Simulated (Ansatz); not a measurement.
# Relaxing a structure of TiAl

The start is a relaxed TiAl cell shaken by Gaussian noise of σ = 0.08 Å a coordinate. The structure is fully relaxed (lattice and positions, P = 0) with r2SCAN (plane waves to 500 eV, PAW, scalar-relativistic; Ansatz, a first-principles code). The first steps use a coarse 5×9×6 k-mesh.

Starting cell:
```
TiAl
1.0
    6.77665     0.00000     0.00000
    0.00000     3.82263     0.00000
    0.00000     0.00000     5.26735
Ti Al
4 4
Cartesian
  2.10438   2.79074   3.26891
  5.59285   2.81876   4.55830
  4.64158   0.99394   1.91900
  1.35360   0.91419   0.64069
  3.01821   2.86267   0.72158
  6.52275   2.75643   1.85910
  3.66105   0.92951   4.52243
  0.43705   0.89407   3.43224
```

How much energy is released per atom?

0.06 eV/atom.

Does it find its way back to the structure it was made from?

The parent structure is recovered, Pnma (No. 62).

Is the relaxed structure metallic? Give its gap.

No gap (metallic).

Final values are on a 7×12×9 k-mesh of the relaxed cell. No spin polarisation in the result.

The relaxed structure here is a generated cell of TiAl: the first start was made by placing the elements on the sites of a structure type, and the end was not matched to a known phase here, so it may be hypothetical. Known forms of TiAl include space group No. 123.
